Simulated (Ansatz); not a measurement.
**Clamped-ion strain scan in TaRu**

Method: Ansatz 0.2.0, DFT PBEsol, scalar-relativistic, plane waves, PAW. Cutoff 420 eV, Γ-centred 16×16×14 k-points, Gaussian smearing of 0.15 eV. Spin–orbit coupling is left out, which can shift energies with elements as heavy as these. No spin polarisation. Energies are free energies at this smearing, counted from the undisturbed cell; pressure is positive in compression.

The undisturbed cell (as given, not relaxed at this level; it stands at -5.2 GPa, and it needn't be the usual structure):

```
Ta Ru
1.0
     3.05300    0.00000    0.00000
     0.00000    3.05300    0.00000
     0.00000    0.00000    3.38900
Ta Ru
1 1
Direct
  0.50000 0.50000 0.50000
  0.00000 0.00000 0.00000
```

The cell is strained by ε times the Voigt pattern (1, -1, 0, 0, 0, 0) (xx, yy, zz, yz, xz, xy; engineering shear) with fractional coordinates fixed. The cell is metallic on the mesh throughout.

```tsv
ε	ΔE (meV/atom)	stress summed along the pattern (GPa, tension positive)	pressure (GPa)
-0.1500	408.0	-48.85	8.4
-0.0750	98.7	-26.99	-2.3
0.0000	0.0	0.00	-5.2
0.0375	24.9	13.61	-4.5
0.1125	227.0	40.65	1.8
0.1312	?	45.49	?
```

By symmetry 0.1500 repeats -0.1500, -0.1125 repeats 0.1125, 0.0750 repeats -0.0750, -0.0375 repeats 0.0375 in energy; the slope of the energy along the path changes sign there.

(1) Give the withheld values.

## Answers

(1) ΔE (meV/atom) at ε = 0.1312: 311.9; pressure (GPa) at ε = 0.1312: 4.8.